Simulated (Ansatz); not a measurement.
Ansatz (an electronic-structure program) input:

Ansatz 0.2 input:
```yaml
crystal:
  lattice:
    - [-1.6510714305, 1.6510714305, 1.6510714305]
    - [1.6510714305, -1.6510714305, 1.6510714305]
    - [1.6510714305, 1.6510714305, -1.6510714305]
  atoms:
    - { symbol: Nb, position: [0.0, 0.0, 0.0] }
kpoints:
  mp_grid: { grid: [36, 36, 36] }
hamiltonian:
  xc: r2scan
  pseudopotentials: { kind: paw }
scf:
  occupations: { method: fermi_dirac, width: 0.1 }
elastic: { mode: relaxed_ion, stencil: two_point, amplitude: 0.005, f_tol: 0.0005 }
```

Output (shortened):

```
Pseudopotential: Nb, paw, valence charge 13
Functional definition: r2SCAN
Crystal: 1 atoms, lattice volume = 18.004 Å³
Basis set: ecut = 500 eV, 459 PW (Γ), exchange–correlation on 96×96×96 points (64 copies of the dense FFT grid, shifted against one another)
Bands: 11, of which v1, the nominal top of the filled ones, is band 7 counted from 1 (6 counted from 0)
Symmetry: 48 space group operations
Space group: Im-3m (ITA 229), of the structure as read, at distance tolerance 2.6e-5 Å
k-points: 1240 of 46656
SCF 1 converged in 9 iterations: F = -4563.653082 eV  dr2 = 3.18e-16
Crystal: 1 atoms, lattice volume = 18.004 Å³
SCF 2 converged in 2 iterations: F = -4563.653082 eV  dr2 = 7.89e-17
Crystal: 1 atoms, lattice volume = 17.914 Å³
Basis set: ecut = 500 eV, 457 PW (Γ), exchange–correlation on 96×96×96 points (64 copies of the dense FFT grid, shifted against one another)
Symmetry: 16 space group operations
k-points: 3349 of 46656
SCF 3 converged in 10 iterations: F = -4563.652525 eV  dr2 = 2.07e-18
Crystal: 1 atoms, lattice volume = 18.094 Å³
SCF 4 converged in 6 iterations: F = -4563.652932 eV  dr2 = 2.73e-14
Crystal: 1 atoms, lattice volume = 18.003 Å³
Symmetry: 8 space group operations
k-points: 6346 of 46656
SCF 5 converged in 9 iterations: F = -4563.653066 eV  dr2 = 2.35e-16
Crystal: 1 atoms, lattice volume = 18.003 Å³
SCF 6 converged in 6 iterations: F = -4563.653066 eV  dr2 = 1.61e-14
SCF converged after 2 iterations
Free energy (F): -4563.653082 eV
Harris-Foulkes:  -4563.653082 eV  (|F-HF|=9.09e-13)
Internal energy: -4563.607020 eV  (E = F + TS)
E sigma→0 (E₀):  -4563.630051 eV
Entropy (-TS):   -0.046062 eV (-46.062 meV/atom)
Fermi energy:    17.761056 eV
--- Per-component energies (eV) ---
  E_band       = -78.196518
  E_kinetic    = 394.283484
  E_local      = -690.712932  (includes V_loc(G=0)·N_el)
  E_nonlocal   = 119.515057
  E_hartree    = 214.487237
  E_xc         = -169.747334
  E_vxc        = -236.908097  (∫ρ·V_xc dr)
  E_paw        = -3090.259287  (= ΣΔE_a)
  E_vpaw       = -108.288482  (= ΣTr[D̂ρ^β])
  E_aug_tail   = 0.000004  (compensation charges beyond the density's cutoff)
  E_vtau       = 14.939973  (kinetic-family band-sum trace: ∫τ·v_τ [+ j·A + Jᵃ·Aᵃ] dr)
  E_ewald      = -1340.980820
  E_core_change = -0.192431  (= ΣΔE_core)
  E_smearing   = -0.046062  (= −TS)
  E_closure    = 0.000000  (closes the sum)
  Σ components = -4563.653082   (vs F -4563.653082, Δ=0.00e0)
--- Forces (eV/Å), atoms counted from 1 ---
  atom   1  Nb     0.00000000     0.00000000     0.00000000
  max |Σ_I F_I| component: 0.0 eV/Å
--- Stress (GPa, compression-positive) ---
        0.357736       0.000000       0.000000
        0.000000       0.357736       0.000000
        0.000000       0.000000       0.357736
  P = ⅓ Tr σ = 0.3577 GPa (3.577 kbar)
--- Band table (eV; the first three rows and the last of 1240) ---
  k-point 0: bands = ["-38.4000", "-12.9381", "-12.9381", "-12.9381", "11.4769", "18.1861", "18.1861", "18.1861", "21.3095", "21.3095", "32.4973"]
  k-point 1: bands = ["-38.3979", "-12.9499", "-12.9416", "-12.9381", "11.5107", "18.1646", "18.1813", "18.2180", "21.2740", "21.3091", "32.5259"]
  k-point 2: bands = ["-38.3920", "-12.9853", "-12.9522", "-12.9384", "11.6112", "18.1014", "18.1650", "18.3133", "21.1756", "21.3085", "32.6083"]
  k-point 1239: bands = ["-37.9414", "-13.9216", "-13.9216", "-13.9216", "13.8513", "13.8513", "23.6095", "23.6095", "23.6095", "27.2621", "27.2621"]
--- Elastic constants: 2 strain directions × 2 members + reference (group order 48) ---
  dense FFT box of the reference and of every strained cell: 24×24×24
  strains applied: 11, 23; error gains: componentwise 1.00 (the most a stress slope's error grows in a printed constant), spectral 1.73 (1 for all six strains …
  C = ∂σ_k/∂η_j (tension-positive GPa; Voigt order 11 22 33 23 13 12):
       252.156    136.879    136.879      0.000      0.000      0.000
       136.879    252.156    136.879      0.000      0.000      0.000
       136.879    136.879    252.156      0.000      0.000      0.000
         0.000      0.000      0.000     11.908      0.000      0.000
         0.000      0.000      0.000      0.000     11.908      0.000
         0.000      0.000      0.000      0.000      0.000     11.908
  reference stress σ⁰ (GPa):     -0.358     -0.358     -0.358      0.000      0.000      0.000
  moduli (Voigt/Reuss/Hill, GPa): K = 175.30/175.30/175.30   G = 30.20/17.44/23.82   E = 68.37   ν = 0.435
  mechanically stable: yes (min eigenvalue of sym C = 11.91 GPa)
  strain η (Voigt 11):  stress-route row diagonal C_11 = 252.16 GPa, energy-path curvature d²(F+E_count+ΔE)/dδ²/Ω₀ = 252.18 GPa
         δ    σ_11 (GPa)             F (eV)   n_scf  n_hpsi   n_pw
    -5.000e-3      -1.6323       -4563.6525248      10  911065    471   relax 0 steps, max|allowed force component| 0.00e0 eV/Å
     5.000e-3       0.8893       -4563.6529320       6  690760    474   relax 0 steps, max|allowed force component| 0.00e0 eV/Å
  strain η (Voigt 23):  stress-route row diagonal C_44 = 11.91 GPa, energy-path curvature d²(F+E_count+ΔE)/dδ²/Ω₀ = 12.10 GPa
         δ    σ_23 (GPa)             F (eV)   n_scf  n_hpsi   n_pw
    -5.000e-3      -0.0595       -4563.6530657       9  1458007    474   relax 0 steps, max|allowed force component| 0.00e0 eV/Å
     5.000e-3       0.0595       -4563.6530657       6  1225214    474   relax 0 steps, max|allowed force component| 0.00e0 eV/Å
```

Cost: around 13 core-minutes (rough) on shared cores.

The r²SCAN relaxation kept the symmetry of its start. The run is not spin-polarised. As this level gives no gap, shear constants depend on the k-mesh and smearing (Fermi–Dirac, 0.1 eV here). On the denser mesh and wider smearing of the elastic run this cell carries a stress of 0.4 GPa. Scalar-relativistic: spin–orbit coupling is off unless named, which matters more the heavier the elements.

Potentials: the later of the program's two PAW sets.

Ansatz is a plane-wave DFT program.
